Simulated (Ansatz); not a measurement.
Total density of states per atom from the program Ansatz at the LDA level (PAW), in 0.25 eV bins, energy from the Fermi level:

```tsv
E (eV)	states/eV/atom
-6.75	0.00
-6.50	0.02
-6.25	0.04
-6.00	0.05
-5.75	0.07
-5.50	0.08
-5.25	0.09
-5.00	0.11
-4.75	0.12
-4.50	0.14
-4.25	0.17
-4.00	0.20
-3.75	0.25
-3.50	0.42
-3.25	0.86
-3.00	0.99
-2.75	1.14
-2.50	1.51
-2.25	1.22
-2.00	0.87
-1.75	0.59
-1.50	0.73
-1.25	2.44
-1.00	1.67
-0.75	1.60
-0.50	1.59
-0.25	2.13
0.00	1.69
0.25	1.25
0.50	0.57
0.75	0.48
1.00	0.49
1.25	0.56
1.50	0.73
1.75	1.20
2.00	1.44
2.25	1.89
2.50	2.14
2.75	2.23
3.00	3.27
3.25	1.76
3.50	1.23
3.75	1.06
4.00	0.99
4.25	0.62
4.50	0.40
4.75	0.36
```

Question: Which of these materials gives this?
A) Eu, bcc (W type)
B) Cr, bcc (W type)
C) Rb2InAgCl6, Fm-3m (Rb on 8c, In on 4a, Ag on 4b, Cl on 24e)
D) V, bcc (W type)

Answer: D, V, bcc (W type). Within 0.5 eV of the Fermi level: V 3d 87 %, V 4s 8 %. Projections are on Löwdin-orthogonalised atomic valence shells; empty p or d shells of many metals are not among them.

Space group Im-3m (bcc (W type)). The LDA relaxation kept the symmetry of its start. The workflow began spin-polarised and lost its moments.

Potentials: the later of the program's two PAW sets.
